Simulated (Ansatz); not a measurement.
Ansatz (a quantum-chemistry and plane-wave program) input:

Ansatz 0.2 input:
```yaml
crystal:
  lattice:
    - [-1.4071500927, 1.4071500927, 1.4071500927]
    - [1.4071500927, -1.4071500927, 1.4071500927]
    - [1.4071500927, 1.4071500927, -1.4071500927]
  atoms:
    - { symbol: Cr, position: [0.0, 0.0, 0.0] }
kpoints:
  mp_grid: { grid: [43, 43, 43] }
hamiltonian:
  xc: pbesol
  pseudopotentials: { azcp: { folder: ./paw }, kind: paw }
scf:
  occupations: { method: fermi_dirac, width: 0.1 }
elastic: { mode: relaxed_ion, stencil: two_point, amplitude: 0.005, f_tol: 0.0005 }
```

Output (shortened):

```
Pseudopotentials: kind: paw
Pseudopotential: Cr, paw, valence charge 14
Functional definition: PBEsol
Crystal: 1 atoms, lattice volume = 11.145 Å³
Basis set: ecut = 420 eV, 225 PW (Γ), exchange–correlation on 36×36×36 points (8 copies of the dense FFT grid, shifted against one another)
Bands: 11, of which v1, the nominal top of the filled ones, is band 7 counted from 1 (6 counted from 0)
Symmetry: 48 space group operations
Space group: Im-3m (ITA 229), of the structure as read, at distance tolerance 2.2e-5 Å
k-points: 2024 of 79507
PAW frozen core: Cr, regenerated for the run's functional, and the local potential with it
Initial density: superposition of atomic densities (chi_scale 0.1, normalization cell)
Initial wavefunctions: pseudopotential atomic-orbital guess
Eigensolver: davidson
Functional: x = pbesol(κ = 0.804, μ = 0.12345679012345678), c = pbesol(β = 0.046)
all-band conjugate gradients solve this SCF's bands
SCF 1 converged in 9 iterations: F = -3349.210052 eV  dr2 = 8.46e-15
density extrapolation: transplant  |δρ|_rms = 1.075e-1 e/Å³  SAD shift = 1.269e-2 e/Å³
Crystal: 1 atoms, lattice volume = 11.089 Å³
Symmetry: 16 space group operations
k-points: 5566 of 79507
Initial density: handed on by an earlier stage of this run
Initial wavefunctions: those handed on with the density
SCF 2 converged in 7 iterations: F = -3349.209517 eV  dr2 = 2.14e-14
density extrapolation: first-order (α = -2.000)  |δρ|_rms = 1.075e-1 e/Å³  SAD shift = 1.259e-2 e/Å³
Crystal: 1 atoms, lattice volume = 11.201 Å³
SCF 3 converged in 6 iterations: F = -3349.209660 eV  dr2 = 7.00e-15
density extrapolation: transplant  |δρ|_rms = 1.075e-1 e/Å³  SAD shift = 7.115e-3 e/Å³
Crystal: 1 atoms, lattice volume = 11.145 Å³
Symmetry: 8 space group operations
k-points: 10648 of 79507
SCF 4 converged in 7 iterations: F = -3349.209961 eV  dr2 = 1.27e-14
density extrapolation: first-order (α = -2.000)  |δρ|_rms = 1.075e-1 e/Å³  SAD shift = 7.115e-3 e/Å³
Crystal: 1 atoms, lattice volume = 11.145 Å³
SCF 5 converged in 6 iterations: F = -3349.209961 eV  dr2 = 1.40e-15
SCF converged after 9 iterations
Free energy (F): -3349.210052 eV
Harris-Foulkes:  -3349.210052 eV  (|F-HF|=4.55e-13)
Internal energy: -3349.186820 eV  (E = F + TS)
E sigma→0 (E₀):  -3349.198436 eV
Entropy (-TS):   -0.023232 eV (-23.232 meV/atom)
Fermi energy:    20.121095 eV
--- Per-component energies (eV) ---
  E_band       = -134.246573
  E_kinetic    = 304.577696
  E_local      = -1066.968639  (includes V_loc(G=0)·N_el)
  E_nonlocal   = 43.260417
  E_hartree    = 501.092097
  E_xc         = -116.226675
  E_vxc        = -148.594810  (∫ρ·V_xc dr)
  E_paw        = -1190.273776  (= ΣΔE_a)
  E_vpaw       = -268.706317  (= ΣTr[D̂ρ^β])
  E_aug_tail   = 0.000882  (compensation charges beyond the density's cutoff)
  E_ewald      = -1824.808822
  E_core_change = 0.160000  (= ΣΔE_core)
  E_smearing   = -0.023232  (= −TS)
  E_closure    = 0.000000  (closes the sum)
  Σ components = -3349.210052   (vs F -3349.210052, Δ=0.00e0)
--- Forces (eV/Å), atoms counted from 1 ---
  atom   1  Cr     0.00000000     0.00000000     0.00000000
  max |Σ_I F_I| component: 0.0 eV/Å
--- Stress (GPa, compression-positive) ---
        0.190121       0.000000       0.000000
        0.000000       0.190121       0.000000
        0.000000       0.000000       0.190121
  P = ⅓ Tr σ = 0.1901 GPa (1.901 kbar)
  The stress holds the Pulay correction. Without it, at fixed plane waves, as pw.x and ABINIT print it: P = 0.1117 GPa
  The stress includes an estimate of the error left by incomplete SCF convergence (largest component 0.0000 GPa).
--- Band table (eV; the first three rows and the last of 2024) ---
  k-point 0: bands = ["-51.5475", "-22.3611", "-22.3611", "-22.3611", "12.0825", "19.1648", "19.1648", "19.1648", "21.3007", "21.3007", "42.6645"]
  k-point 1: bands = ["-51.5462", "-22.3670", "-22.3629", "-22.3612", "12.1073", "19.1548", "19.1634", "19.1820", "21.2889", "21.3014", "42.6064"]
  k-point 2: bands = ["-51.5424", "-22.3843", "-22.3682", "-22.3613", "12.1810", "19.1252", "19.1588", "19.2335", "21.2549", "21.3035", "42.4349"]
  k-point 2023: bands = ["-51.1377", "-23.0744", "-23.0733", "-23.0733", "15.5343", "15.5354", "22.7228", "22.7228", "22.7349", "30.9159", "31.0080"]
  band table: 11 of 11 bands, residual norms ≤ 1.0e-3 eV
--- Elastic constants: 2 strain directions × 2 members + reference (group order 48) ---
  dense FFT box of the reference and of every strained cell: 18×18×18
  strains applied: 11, 23; error gains: componentwise 1.00 (the most a stress slope's error grows in a printed constant), spectral 1.73 (1 for all six strains …
  C = ∂σ_k/∂η_j (tension-positive GPa; Voigt order 11 22 33 23 13 12):
       534.349    156.291    156.291      0.000      0.000      0.000
       156.291    534.349    156.291      0.000      0.000      0.000
       156.291    156.291    534.349      0.000      0.000      0.000
         0.000      0.000      0.000    105.274      0.000      0.000
         0.000      0.000      0.000      0.000    105.274      0.000
         0.000      0.000      0.000      0.000      0.000    105.274
  reference stress σ⁰ (GPa):     -0.190     -0.190     -0.190      0.000      0.000      0.000
  moduli (Voigt/Reuss/Hill, GPa): K = 282.31/282.31/282.31   G = 138.78/127.95/133.36   E = 345.66   ν = 0.296
  mechanically stable: yes (min eigenvalue of sym C = 105.27 GPa)
  strain η (Voigt 11):  stress-route row diagonal C_11 = 534.35 GPa, energy-path curvature d²(F+E_count+ΔE)/dδ²/Ω₀ = 534.32 GPa
         δ    σ_11 (GPa)             F (eV)   n_scf  n_hpsi   n_pw
    -5.000e-3      -2.9076       -3349.2095167       7  1112038    236   relax 0 steps, max|allowed force component| 0.00e0 eV/Å
     5.000e-3       2.4359       -3349.2096596       6  991849    236   relax 0 steps, max|allowed force component| 0.00e0 eV/Å
  strain η (Voigt 23):  stress-route row diagonal C_44 = 105.27 GPa, energy-path curvature d²(F+E_count+ΔE)/dδ²/Ω₀ = 105.36 GPa
         δ    σ_23 (GPa)             F (eV)   n_scf  n_hpsi   n_pw
    -5.000e-3      -0.5264       -3349.2099609       7  2083408    236   relax 0 steps, max|allowed force component| 0.00e0 eV/Å
     5.000e-3       0.5264       -3349.2099609       6  1829747    236   relax 0 steps, max|allowed force component| 0.00e0 eV/Å
```

Cost: around 5 core-minutes (rough) on shared cores.

Symmetry was held in the PBEsol relaxation. No spin polarisation was allowed. Textbook magnetic order: a spin-density-wave antiferromagnet. As this level gives no gap, shear constants depend on the k-mesh and smearing (Fermi–Dirac, 0.1 eV here).

Potentials: the earlier of the program's two PAW sets.

Ansatz is a plane-wave DFT program.
